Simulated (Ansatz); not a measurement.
SnO2:
```
CELL_PARAMETERS angstrom
      4.72263     0.00000     0.00000
      0.00000     4.72263     0.00000
      0.00000     0.00000     3.19022
ATOMIC_POSITIONS crystal
  Sn 0.00000 0.00000 0.00000
  Sn 0.50000 0.50000 0.50000
  O  0.30607 0.30607 0.00000
  O  0.80607 0.19393 0.50000
  O  0.19393 0.80607 0.50000
  O  0.69393 0.69393 0.00000
```

Relaxed with LDA. Special points in fractions of this cell's reciprocal vectors: Γ (0.000, 0.000, 0.000); X (0.000, 0.500, 0.000); M (0.500, 0.500, 0.000); Z (0.000, 0.000, 0.500); R (0.000, 0.500, 0.500); A (0.500, 0.500, 0.500).

Question: List the band energies nearest the valence-band maximum at these points for LDA (plane waves, PAW; program Ansatz).

Answer: In eV from the valence-band maximum; about four levels below and three above (degenerate sets whole), none deeper than 8.9 eV; points with the same levels are listed once.

| k | below | above |
|---|---|---|
| Γ | -1.27 -1.27 -0.80 -0.80 0.00 | 1.16 5.95 6.10 6.10 |
| X | -1.23 -1.23 -0.65 -0.65 | 4.33 4.33 6.85 6.85 |
| M | -1.35 -1.35 -0.91 -0.91 | 4.72 4.72 7.33 7.33 |
| Z | -1.72 -1.72 -1.28 -1.28 | 6.05 6.05 9.55 9.55 |
| R | -1.13 -1.13 -0.71 -0.71 | 6.33 6.33 7.91 7.91 |
| A | -0.98 -0.98 -0.85 -0.85 | 4.71 4.71 8.66 8.66 |

Space group P4_2/mnm (rutile). Symmetry was held in the LDA relaxation; phonons on a q-mesh show no instability. Scalar-relativistic: spin–orbit coupling is off unless named, which matters more the heavier the elements.

Potentials: the later of the program's two PAW sets.
